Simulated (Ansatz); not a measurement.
Starting structure, B put at a top N site (TiN, Fm-3m (No. 225), (1 1 1) face):

```
CELL_PARAMETERS angstrom
2.97263 0.00000 0.00000
-1.48632 2.57437 0.00000
0.00000 0.00000 28.70857
ATOMIC_POSITIONS crystal
N 0.33333 0.66667 0.29608
Ti 0.66667 0.33333 0.33835
N 0.00000 0.00000 0.38062
Ti 0.33333 0.66667 0.42290
N 0.66667 0.33333 0.46527
Ti 0.00000 0.00000 0.50809
N 0.33333 0.66667 0.54737
Ti 0.66667 0.33333 0.59980
N 0.00000 0.00000 0.62696
B 0.00000 0.00000 0.68130
```

These are results of DFT PBEsol, scalar-relativistic, plane waves, PAW in Ansatz 0.2.0, not measurements. Settings: cutoff 420 eV, Γ-centred mesh 12×12×1 on the computed 10-atom cell, Gaussian smearing of 0.10 eV; no spin polarisation. A dipole correction removes the field between periodic images along c.

Atoms 1, 2, 3, 4 (counted from 1) are held. The cell is fixed. Force threshold 0.03 eV/Å.

Question: Where does it end?

Answer: The energy falls by 1.293 eV in 6 steps, to:

```xyz
10
Lattice="2.9726 0.0000 0.0000 -1.4863 2.5744 0.0000 0.0000 0.0000 28.7086" Properties=species:S:1:pos:R:3 pbc="T T T"
N     0.0000    1.7162    8.5000
Ti    1.4863    0.8581    9.7136
N     0.0000    0.0000   10.9271
Ti    0.0000    1.7162   12.1407
N     1.4863    0.8581   13.3481
Ti    0.0000    0.0000   14.5796
N     0.0000    1.7162   15.7884
Ti    1.4863    0.8581   16.9688
N     0.0000    0.0000   18.1198
B     0.0000    0.0000   19.4796
```

The end is the local minimum or symmetric point that this start leads to.

Cost: 1 run of about 2.3 core-minutes, on Arm Neoverse V2 (shared hosts).